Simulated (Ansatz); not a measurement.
BaZrO₃:
```cif
data_BaO3Zr
_chemical_formula_sum 'O3 Ba1 Zr1'
_space_group_name_H-M_alt 'P 1'
_space_group_IT_number 1
_cell_length_a 4.20497
_cell_length_b 4.20497
_cell_length_c 4.20497
_cell_angle_alpha 90.000
_cell_angle_beta 90.000
_cell_angle_gamma 90.000
loop_
_space_group_symop_operation_xyz
  'x, y, z'
loop_
_atom_site_label
_atom_site_type_symbol
_atom_site_fract_x
_atom_site_fract_y
_atom_site_fract_z
_atom_site_occupancy
O1 O 0.00000 0.50000 0.50000 1
O2 O 0.50000 0.00000 0.50000 1
O3 O 0.50000 0.50000 0.00000 1
Ba1 Ba 0.00000 0.00000 0.00000 1
Zr1 Zr 0.50000 0.50000 0.50000 1
```

Relaxed with r²SCAN.

### Question
Decompose the optical modes at the zone centre into irreducible representations, and say which are infrared and Raman allowed.

### Answer
Point group m-3m: Γ_opt = 3T1u + T2u. Infrared: T1u. Raman: none.

### Question
Assign frequencies (DFPT, plane-wave PAW r²SCAN (Ansatz code); without the LO–TO term).

### Answer
T1u 104, T1u 198, T2u 199, T1u 495 cm⁻¹.

Space group Pm-3m (cubic perovskite). Symmetry was held in the r²SCAN relaxation; phonons on a q-mesh show weakly imaginary modes. The run is not spin-polarised. Scalar-relativistic: spin–orbit coupling is off unless named, which matters more the heavier the elements.

Potentials: the later of the program's two PAW sets.
